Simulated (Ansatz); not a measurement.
**Zr3TiC4: phonons across the zone**

All numbers below come from Ansatz 0.2.0, DFT PBE, scalar-relativistic, plane waves, PAW. Settings: 420 eV plane-wave cutoff, Γ-centred 8×8×12 mesh, Fermi-Dirac smearing of 0.15 eV. No spin polarisation. Phonons by linear response, acoustic sum rule imposed.

Relaxed structure:
```xyz
8
Lattice="3.2691 -4.6221 0.0000 3.2691 4.6221 0.0000 0.0000 0.0000 3.2755" Properties=species:S:1:pos:R:3 pbc="T T T"
Zr    0.0000    0.0000    0.0000
Zr    1.6345    2.3110    1.6377
Zr    1.6345   -2.3110    1.6377
Ti    3.2691    0.0000    0.0000
C     3.2691    2.2658    0.0000
C     3.2691   -2.2658    0.0000
C     1.6972    0.0000    1.6377
C     4.8409    0.0000    1.6377
```

The cell was found from a structure generator's guess, not taken from experiment. In a metal, frequencies and elastic constants depend on the k mesh and the smearing, soft modes and shear constants most. The q mesh is coarse, so values between its points are rough.

Force constants from linear response on a 1×1×2 q mesh.

Q: Is the structure dynamically stable on this mesh?

A: Yes, on this mesh: no mode is imaginary.

Q: Give the frequencies (cm⁻¹; i marks imaginary ones) at the irreducible q points, in fractions of the reciprocal vectors.

A:
```
                 q  star                                                                                      frequencies
 0.000 0.000 0.000     1        0 0 0 175 183 193 196 221 233 275 345 345 391 393 404 466 471 497 501 561 567 568 622 696
0.000 0.000 -0.500     1  174 184 196 218 240 250 253 253 256 279 287 294 442 480 485 486 534 537 547 558 573 588 633 661
```
